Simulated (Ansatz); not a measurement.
Given:

PbSe:
```
PbSe
1.0
    2.19821     1.26914     3.58979
   -2.19821     1.26914     3.58979
    0.00000    -2.53828     3.58979
Pb Se
1 1
Cartesian
  0.00000   0.00000   2.69143
  0.00000   0.00000   8.07794
```

This is the PBE-relaxed structure.

Task: All from PBE (plane waves, PAW; program Ansatz), unless another level is named. Give the band gap.

Result: 0.43 eV (smallest direct gap 0.43 eV).

Task: What about the formation energy from the elements (no fitted shifts)?

Result: -0.56 eV/atom.

Task: And the valence-band maximum?

Result: at T.

Task: Give the conduction-band minimum.

Result: at L (3 equivalent valleys).

Task: Give the weight of the conduction-edge state by species (Voronoi cells).

Result: Pb 64 %, Se 36 %.

Task: And the weight of the valence-edge state by species (Voronoi cells)?

Result: Se 70 %, Pb 30 %.

Space group Fm-3m (rock salt). The PBE relaxation kept the symmetry of its start. Point labels and valley counts follow the cell and symmetry of the run, lower than the named group. The references are the lowest solids computed at this level, not always the standard phases. Spin–orbit coupling is left out wherever it is not named.

Potentials: the later of the program's two PAW sets.
